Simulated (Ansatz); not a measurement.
Space group R-3m:H (No. 166). a = 6.121 Å, b = 6.121 Å, c = 14.851 Å, α = 90.00°, β = 90.00°, γ = 120.00°
```json
{"atom": "Ti", "site": "18h", "symmetry": ".m", "x": "0.1620", "y": "0.8380", "z": "0.0877"}
{"atom": "Ti", "site": "6c", "symmetry": "3m", "x": "0.3333", "y": "0.6667", "z": "0.9109"}
{"atom": "C", "site": "9d", "symmetry": ".2/m", "x": "0.1667", "y": "0.3333", "z": "0.8333"}
{"atom": "C", "site": "3b", "symmetry": "-3m", "x": "0.3333", "y": "0.6667", "z": "0.1667"}
{"atom": "C", "site": "3a", "symmetry": "-3m", "x": "0.0000", "y": "0.0000", "z": "0.0000"}
```

Equation of state of this Ti₈C₅ structure (not necessarily the ground state), with shape and atoms relaxed at each volume where symmetry leaves them free. It has no gap at any of these volumes. The calculation used DFT r2SCAN, scalar-relativistic, plane waves, PAW (Ansatz 0.2.0).

Settings: cutoff 500 eV, Γ-centred mesh 6×6×6 on the computed 13-atom cell, Gaussian smearing of 0.10 eV; no spin polarisation.

```json
{"V (Å³/atom)": "10.873", "E − E(largest V) (meV/atom)": "64.82", "P (GPa)": "29.71"}
{"V (Å³/atom)": "11.244", "E − E(largest V) (meV/atom)": "7.03", "P (GPa)": "20.49"}
{"V (Å³/atom)": "11.615", "E − E(largest V) (meV/atom)": "-30.94", "P (GPa)": "12.58"}
{"V (Å³/atom)": "11.985", "E − E(largest V) (meV/atom)": "-51.92", "P (GPa)": "5.80"}
{"V (Å³/atom)": "12.356", "E − E(largest V) (meV/atom)": "-58.37", "P (GPa)": "0.00"}
{"V (Å³/atom)": "12.727", "E − E(largest V) (meV/atom)": "-52.40", "P (GPa)": "-4.95"}
{"V (Å³/atom)": "13.097", "E − E(largest V) (meV/atom)": "-35.84", "P (GPa)": "-9.17"}
{"V (Å³/atom)": "13.592", "E − E(largest V) (meV/atom)": "0.00", "P (GPa)": "-13.82"}
```

**Question.** Fit a third-order Birch–Murnaghan equation to E(V).

**Answer.** V0 = 12.35 Å³/atom, B0 = 178 GPa, B0' = 4.2.

Cost: 8 runs of about 92 core-minutes in all, on AMD EPYC (Zen 3) (shared hosts).